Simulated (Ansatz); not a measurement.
ZrIO$_{4}$ in Ansatz, relaxation

input.yaml:

```yaml
crystal:
  lattice:
    - [0.0, -2.115709, 3.421678]
    - [1.247165, -1.709044, -3.421678]
    - [6.488365, 0.0, 0.0]
  atoms:
    - { symbol: O, position: [0.65, 0.3, 0.05] }
    - { symbol: O, position: [0.35, 0.7, 0.95] }
    - { symbol: I, position: [0.5, 0.0, 0.5] }
    - { symbol: Zr, position: [0.0, 0.0, 0.0] }
    - { symbol: O, position: [0.887, 0.774, 0.339] }
    - { symbol: O, position: [0.113, 0.226, 0.661] }
  symmetry: { tolerance: 0.0003 }
kpoints:
  mp_grid: { grid: [6, 6, 6], shift: [0, 0, 0] }
magnetization:
  spin_polarized: false
scf:
  occupations: { method: fermi_dirac }
  lower_state_search: "off"
hamiltonian:
  pseudopotentials: { kind: paw }
  xc: pbe
basis:
  ecutwfc: 420
  fft_grid_basis: typed
relax:
  max_steps: 60
  cell: { p_target: 20.0 }
  f_tol: 0.03
output:
  forces: true
  stress: true
  eigenvalues: true
  bader: true
  populations: true
  elf: true
  write_potential: true
  volumetric_format: npy
  dos:
    e_range: [-12, 8]
    de: 0.05
    projected: { site_lists: { I: [I], O: [O], Zr: [Zr] } }
checkpoint:
  read: saved_state
```

Run with:

```bash
ansatz run input.yaml --threads 2 --pin off --max-ram 2560MiB --backend cpu --events-out ev --progress --plain --runs-dir out
```

Origin of the cell: a known structure type with other elements, at an estimated volume, so it need not be a known compound.

The smearing width isn't typed, so it takes its default of 0.1 eV.

The saved state is a converged single point of the same cell.

Steps («new basis» is an SCF on plane waves selected anew at the same cell):

```csv
step,ΔH (meV/atom),max force component (eV/Å),P (GPa),volume (Å³),SCF iterations,step was
1,0.0,1.897,-8.36,84.91,6,accepted
2,-370.6,1.535,7.28,73.74,8,accepted
3,-529.9,0.768,22.67,67.18,8,accepted
4,-554.2,0.660,23.01,66.62,7,accepted
5,-561.8,0.116,20.25,67.58,7,accepted
6,-563.0,0.129,20.28,67.59,6,accepted
7,-564.0,0.139,19.98,67.70,5,accepted
8,-565.1,0.144,20.02,67.72,6,accepted
9,-563.0,0.658,23.78,67.82,7,rejected
10,-569.2,0.136,18.87,68.23,11,accepted
11,-567.9,0.263,23.41,67.54,7,rejected
12,-570.5,0.014,19.80,68.19,10,accepted
13,-570.5,0.004,20.01,68.17,6,accepted
14,-568.2,0.004,19.56,68.17,8,new basis
15,-568.4,0.008,20.13,68.05,5,accepted
16,-568.3,0.000,20.02,68.08,5,accepted
17,-568.3,0.000,20.01,68.08,6,new basis
```

Before:

Space group R-3m (No. 166); the run's cell has a = 4.023 Å, b = 4.023 Å, c = 6.488 Å, α = 71.94°, β = 90.00°, γ = 120.00°. Shortest distances: O–Zr 2.05 Å, O–O 2.40 Å, I–O 2.52 Å.

After:

Space group R-3m (No. 166); the run's cell has a = 3.528 Å, b = 3.528 Å, c = 6.635 Å, α = 74.58°, β = 90.00°, γ = 120.00°. Shortest distances: O–Zr 2.16 Å, I–O 2.21 Å, O–O 2.48 Å, I–I 3.53 Å, Zr–Zr 3.53 Å.

```
CELL_PARAMETERS angstrom
0.00000 -1.85562 3.00105
1.09385 -1.49894 -3.00105
6.62536 0.30476 0.18844
ATOMIC_POSITIONS crystal
O 0.62915 0.25831 0.11254
O 0.37085 0.74169 0.88746
I 0.50000 0.00000 0.50000
Zr 0.00000 0.00000 0.00000
O 0.87855 0.75711 0.36434
O 0.12145 0.24289 0.63566
```

```
Enthalpy lowered by     : 568.3 meV/atom
Volume change           : -19.82 %
Final pressure          : 20.01 GPa
Relaxation steps listed : 17
```

Caveats: no moments, though an odd count or open d shells may carry them; no spin-orbit coupling, though heavy elements are present; the k mesh is coarse if the cell is a metal; the relaxation held the start's symmetry, so the end may be a saddle point.

Time: 45 s on 2 threads of AMD EPYC 9R14 (Zen 4), with other jobs on the host, peak memory 0.53 GiB, from a saved density.
